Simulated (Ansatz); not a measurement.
This MgCd₂Se₃ structure is the end of a relaxation. The cell was found from a structure generator's guess, not taken from experiment.

The calculation used DFT PBE, scalar-relativistic, plane waves, PAW in Ansatz. Cutoff 420 eV, Γ-centred mesh, Gaussian smearing, no spin polarisation.

```yaml
crystal:
  lattice:
    - [4.33835, 0.00000, 0.00000]
    - [-2.16918, 3.75712, 0.00000]
    - [0.00000, 0.00000, 10.59602]
  atoms:
    - { symbol: Mg, position: [0.33333, 0.66667, 0.66899] }
    - { symbol: Cd, position: [0.00000, 0.00000, 0.99552] }
    - { symbol: Cd, position: [0.66667, 0.33333, 0.33606] }
    - { symbol: Se, position: [0.00000, 0.00000, 0.74224] }
    - { symbol: Se, position: [0.33333, 0.66667, 0.42380] }
    - { symbol: Se, position: [0.66667, 0.33333, 0.08338] }
```

Energies over the elements count from the elements' standard structures at the same level, with no fitted energy shifts.

Question: What space group does it have?

Answer: P3m1 (No. 156), with Mg and Cd ordered on zinc blende sites. Conventional cell: a = 4.338 Å, c = 10.596 Å. Around Mg lie 4 Se at 2.60–2.62 Å; Cd on its first site is surrounded by 4 Se at 2.67–2.68 Å; Cd on its second site is surrounded by 4 Se at 2.67–2.68 Å; Se on its first site has 3 Mg at 2.62 Å and 1 Cd at 2.68 Å; 2 more sites not described.

Question: What is its formation energy per atom?

Answer: −0.836 eV/atom. Whether it is stable depends on the other phases of the system, which aren't compared here.

Question: Is it a metal?

Answer: No, the gap on the 6×6×4 mesh is 0.96 eV.

The last run used a 6×6×4 mesh (in the run's order of axes) for its 6-atom cell and Gaussian smearing of 0.02 eV. Kohn–Sham gaps at this level usually fall short of measured ones. The reference form of Se is held partly by dispersion forces, which this level lacks. A structure relaxed within its symmetry needn't be a true minimum.
